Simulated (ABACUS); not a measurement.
# A series of runs on TaAs (I4_1md, 4 atoms in the cell; from Materials Project mp-1936)

```xyz
4
Lattice="-1.7218 1.7218 5.8679 1.7218 -1.7218 5.8679 1.7218 1.7218 -5.8679" Properties=species:S:1:pos:R:3 pbc="T T T"
Ta     1.7218     0.0000     5.8676
Ta     0.0000     0.0000     8.8016
As     1.7218     0.0000     0.9697
As     0.0000     0.0000     3.9037
```

Base run A: ABACUS 3.10.1 with PBE, PseudoDojo 0.5 standard norm-conserving PBE (tails mended) pseudopotentials, self-consistent single point.

Its settings: KPT = Gamma 6 6 6 0 0 0; basis_type = pw; ecutwfc = 84 Ry; smearing_method = fd; smearing_sigma = 0.00734986 Ry; potentials = PseudoDojo 0.5 standard norm-conserving PBE (tails mended); symmetry = 1; ks_solver = dav; scf_nmax = 100; scf_thr = 1.0e-09 Ry; mixing_type = broyden; mixing_beta = 0.7.

Spin-orbit coupling is left out, which matters for bands and gaps with elements this heavy. The structure comes from a collection of computed structures, made at another level of theory; the collection holds predicted forms beside known ones. No clean gap shows at this smearing width and mesh (spacing up to 0.43 Å⁻¹); the mesh is coarse for partly filled bands, so the values carry mesh errors.

ΔF is the free energy per atom less that of run A. 

| run | change | ΔF (meV/atom) | pressure (GPa) | largest force (eV/Å) |
|---|---|---|---|---|
| A | base | 0.00 | 2.49 | 0.024 |
| B | volume scaled by 0.94 | 57.3 | 15.78 | 0.057 |
| C | volume scaled by 0.96 | 28.4 | 10.87 | 0.045 |
| D | volume scaled by 0.98 | 9.7 | 6.46 | 0.034 |
| E | volume scaled by 0.99 | 3.8 | 4.42 | 0.029 |
| F | volume scaled by 1.01 | -1.71 | 0.66 | 0.020 |
| G | volume scaled by 1.02 | -1.49 | -1.07 | 0.015 |
| H | volume scaled by 1.04 | 4.4 | -4.27 | 0.007 |
| I | volume scaled by 1.06 | 16.8 | -7.15 | 0.001 |

Run H against A: The free energy rises by 4.4 meV/atom, the pressure goes from 2.49 to -4.27 GPa and the largest force goes from 0.024 to 0.007 eV/Å.

Run I against A: The free energy rises by 16.8 meV/atom, the pressure goes from 2.49 to -7.15 GPa and the largest force goes from 0.024 to 0.001 eV/Å.

Small differences between rows can be mesh errors.

“Tails mended”: in these copies of the files the far tail of each local potential was reset to the Coulomb form.
